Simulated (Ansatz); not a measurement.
MoSe2:
Space group P6₃/mmc (No. 194); a = b = 3.277 Å, c = 12.733 Å, α = β = 90.00°, γ = 120.00°

| atom | site | symmetry | x | y | z |
|---|---|---|---|---|---|
| Mo | 2c | -6m2 | 0.3333 | 0.6667 | 0.2500 |
| Se | 4f | 3m. | 0.6667 | 0.3333 | 0.1185 |

Relaxed with PBE+D3(BJ).

Task: Give the optical modes at the zone centre with their infrared and Raman activity from DFPT, DFT-PBE+D3(BJ) in the program Ansatz with PAW potentials.

Result: Transverse frequencies, without the LO–TO term; a row sums one degenerate level.

| ω (cm⁻¹) | degeneracy | IR ((D/Å)²/amu) | Raman (Å⁴/amu) | activity | symmetry |
|---|---|---|---|---|---|
| 30 | 2 | 0.00 | 9.0 | Raman | E2g |
| 51 | 1 | 0.00 | 0 | silent | B1g |
| 165 | 2 | 0.00 | 0 | silent | E2u |
| 167 | 2 | 0.00 | 10 | Raman | E1g |
| 238 | 1 | 0.00 | 0 | silent | B2u |
| 244 | 1 | 0.00 | 2700 | Raman | A1g |
| 282 | 2 | 0.00 | 290 | Raman | E2g |
| 282 | 2 | 4.99 | 0 | IR | E1u |
| 346 | 1 | 0.92 | 0 | IR | A2u |
| 350 | 1 | 0.00 | 0 | silent | B1g |

Task: How high does the top mode go among those that the LO–TO term moves?

Result: 287 cm⁻¹ for q along x, 287 cm⁻¹ for q along y, 349 cm⁻¹ for q along z.

Space group P6_3/mmc. The PBE+D3(BJ) relaxation kept the symmetry of its start; phonons on a q-mesh show no instability. The run is not spin-polarised.

Potentials: the later of the program's two PAW sets.
